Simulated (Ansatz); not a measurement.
Structure optimisation: lithium, 9R

These are results of DFT, LDA (PW92), plane waves (420 eV) with PAW, scalar-relativistic (Ansatz), not measurements. The PAW files were generated under PBE, with cores re-solved for the functional.

k-point mesh 12×12×12, Fermi-Dirac smearing 0.1 eV, no spin polarisation. Cell and atoms relax.

Starting structure:

```yaml
crystal:
  lattice:
    - [1.5504989657, 0.8951809952, 7.5883]
    - [-1.5504989657, 0.8951809952, 7.5883]
    - [0.0, -1.7903619905, 7.5883]
  atoms:
    - { symbol: Li, position: [1.0, 0.0, 0.0] }
    - { symbol: Li, position: [0.222, 0.222, 0.222] }
    - { symbol: Li, position: [0.778, 0.778, 0.778] }
hamiltonian:
  xc: lda
  pseudopotentials:
    kind: paw
    azcp:
      Li: "pseudopotentials/Li.paw.azcp"
basis:
  ecutwfc: 420
  fft_grid_basis: typed
kpoints:
  mp_grid: { grid: [12, 12, 12], shift: [0, 0, 0] }
magnetization:
  spin_polarized: false
scf:
  occupations: { method: fermi_dirac, width: 0.1 }
relax:
  max_steps: 60
  f_tol: 0.01
  cell: {}
output:
  write_density: true
  write_potential: true
  elf: true
  volumetric_format: npy
```

Task: What cell does the relaxation end in?

Result: R-3m with a = 3.000 Å, c = 21.899 Å (c/a = 7.299); 18.97 Å³ per atom against 21.06 at the start (-10.0 %).

Task: How much energy does the relaxation gain?

Result: 9.2 meV per atom.
